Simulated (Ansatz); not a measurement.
## Calculated 119Sn Mössbauer parameters for GaAs with Sn replacing As

Cell: a supercell of GaAs (zinc blende type, F-43m) built from an entry of the Crystallography Open Database (COD), with the ions relaxed around the defect (PBE).

Space group F-43m (No. 216); a = 16.9611 Å.

| site | Wyckoff | site symmetry | x | y | z |
| --- | --- | --- | --- | --- | --- |
| Ga1 | 16e | .3m | 0.4146 | 0.0854 | 0.4146 |
| Ga3 | 24g | 2.mm | 0.7500 | 0.0827 | 0.7500 |
| Ga5 | 48h | ..m | 0.7493 | 0.9166 | 0.5834 |
| Ga14 | 4d | -43m | 0.7500 | 0.7500 | 0.7500 |
| Ga18 | 16e | .3m | 0.0834 | 0.5834 | 0.9166 |
| Sn | 4a | -43m | 0.5000 | 0.0000 | 0.5000 |
| As29 | 48h | ..m | 0.6675 | 0.0007 | 0.6675 |
| As32 | 16e | .3m | 0.8335 | 0.8335 | 0.6665 |
| As36 | 16e | .3m | 0.1669 | 0.6669 | 0.8331 |
| As42 | 24f | 2.mm | 0.0000 | 0.6669 | 0.0000 |

One atom of each set is listed; the run and its k-mesh use a cell of 54 atoms with edges of 11.99, 11.99, 11.99 Å.

All values are calculated (Ansatz; DFT, PBE, plane waves and PAW, scalar-relativistic, 420 eV cutoff, Γ-centred 2×2×2 k-points, Fermi–Dirac smearing 0.01 eV, cell charge -1), not measured.

Isomer shifts (against SnO₂) follow from the electron density at the nucleus, δ = α(ρ − ρ₀), with α = 0.099 mm s⁻¹ a₀³ and ρ₀ = 183191.44 a₀⁻³ from a line fitted to 8 measured compounds at this level of theory (rms miss 0.12 mm/s). ΔE_Q = ½eQV_zz(1 + η²/3)^½ with Q = -0.132 b for the 23.9 keV state.

Problem. What would the 119Sn spectrum's parameters be?

Solution. 

```csv
site,atoms,first shell,ρ − ρ₀ (a₀⁻³),δ (mm/s),ΔE_Q (mm/s),η
Sn,1,4 Ga at 2.51 Å,16.8,1.66,0.00,–
```

The shift of Sn is in the range of covalently or intermetallically bonded tin.

The defect repeats with the cell of 54 atoms, so it feels its images: sites between two images don't show the values beside a lone defect, and zeros or small values of η there can come from the images' arrangement. The relaxation keeps the site symmetry -43m of the start, so the impurity can't leave its site; a start off the site could end lower. A uniform background compensates the cell's charge.
